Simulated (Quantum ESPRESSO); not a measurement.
Band energies of Mg3ZnO4

```xyz
8
Lattice="1.5128 0.8734 9.8562 -1.5128 0.8734 9.8562 0.0000 -1.7468 9.8562" Properties=species:S:1:pos:R:3 pbc="T T T"
O      0.0000     0.0000    25.8702
O      0.0000     0.0000     3.6982
O      0.0000     0.0000    18.4354
O      0.0000     0.0000    11.1330
Mg     0.0000     0.0000    22.1831
Mg     0.0000     0.0000     7.3854
Mg     0.0000     0.0000    14.7842
Zn     0.0000     0.0000     0.0000
```

LDA (Quantum ESPRESSO, PseudoDojo norm-conserving, 84 Ry, without SOC); path ΓLB1,BZΓX,QFP1Z,LP; energies in eV from the valence-band maximum.

```
k (1/Å)  point  band 33  band 34  band 35  band 36  band 37  band 38  band 39  band 40
-------  -----  -------  -------  -------  -------  -------  -------  -------  -------
0.00         Γ    -0.37    -0.32    -0.32    -0.03    -0.03     3.11     5.82     5.98
0.60              -1.16    -1.09    -0.66    -0.31    -0.22     5.22     7.18     7.91
1.20         L    -1.41    -1.35    -0.98    -0.56    -0.32     6.46     7.12     8.07
1.92        B1    -2.32    -1.41    -1.30    -0.76    -0.73     7.40     9.16     9.21
1.92         B    -2.32    -1.41    -1.30    -0.76    -0.73     7.40     9.16     9.21
2.26              -1.80    -1.56    -1.20    -0.89    -0.46     6.78     8.74     8.93
2.94              -0.64    -0.62    -0.59    -0.52    -0.14     4.39     5.75     7.47
3.28         Z    -0.54    -0.46    -0.46     0.00     0.00     3.66     4.86     6.58
3.28         Γ    -0.37    -0.32    -0.32    -0.03    -0.03     3.11     5.82     5.98
3.80              -1.08    -0.96    -0.73    -0.37    -0.18     4.97     7.05     7.66
4.33              -1.89    -1.84    -1.22    -0.80    -0.38     6.83     8.79     9.05
4.68         X    -2.31    -1.42    -1.30    -0.77    -0.72     7.40     9.18     9.19
4.68         Q    -2.31    -1.42    -1.30    -0.77    -0.72     7.40     9.18     9.19
4.85              -1.94    -1.39    -1.32    -0.85    -0.62     7.23     8.48     9.64
5.36         F    -1.65    -1.30    -1.07    -0.32    -0.30     6.40     6.76     8.66
5.36        P1    -1.65    -1.33    -1.05    -0.36    -0.30     6.41     6.83     8.53
5.69              -1.21    -1.18    -0.94    -0.34    -0.27     5.92     7.31     8.55
6.20              -0.69    -0.66    -0.57    -0.50    -0.09     4.37     5.73     7.45
6.54         Z    -0.54    -0.46    -0.46     0.00     0.00     3.66     4.86     6.58
6.54         L    -1.41    -1.35    -0.98    -0.56    -0.32     6.46     7.12     8.07
6.75         P    -1.65    -1.33    -1.05    -0.36    -0.30     6.41     6.83     8.53
```

The LDA gap is indirect, 3.11 eV, from Z to Γ; the smallest direct gap is 3.14 eV.

Geometry of the Materials Project entry, not relaxed at this level.

The structure is a Materials Project entry; no match was found in the copy of COD used, and its stability was not checked.
